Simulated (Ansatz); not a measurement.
Input:

TiHg (space group P4/mmm)

```xyz
2
Lattice="2.9628 0.0000 0.0000 0.0000 2.9628 0.0000 0.0000 0.0000 4.0630" Properties=species:S:1:pos:R:3 pbc="T T T"
Ti     1.4814     1.4814     2.0315
Hg     0.0000     0.0000     0.0000
```

This relaxed cell (volume V₀) is scaled evenly in all directions, its shape held. Symmetry pins the atoms to their sites.

Level of theory: PBEsol (plane waves to 420 eV, PAW, scalar-relativistic; Ansatz, a program for electronic structure). k mesh 16×16×12 (Γ-centred), Fermi-Dirac smearing 0.05 eV. Energies are smeared free energies. Compression counts positive. With the shape held, the modulus is that of even scaling; a crystal free to change shape is softer. Spin-orbit coupling is left out, though Hg is heavy. TiHg is run without spin polarisation. TiHg was relaxed with its symmetry unable to fall. The zero of ΔE is the relaxed starting cell.

The scan covers V/V₀ from 0.840 to 1.160 in 13 points.

Q: What is the fitted pressure derivative B₀′?

A: 4.8.

Q: What bulk modulus at fixed cell shape B₀ follows from a third-order Birch-Murnaghan fit?

A: 124 GPa.

(Under strain, the slope of the energy per volume gives the stress and its curvature an elastic modulus.)
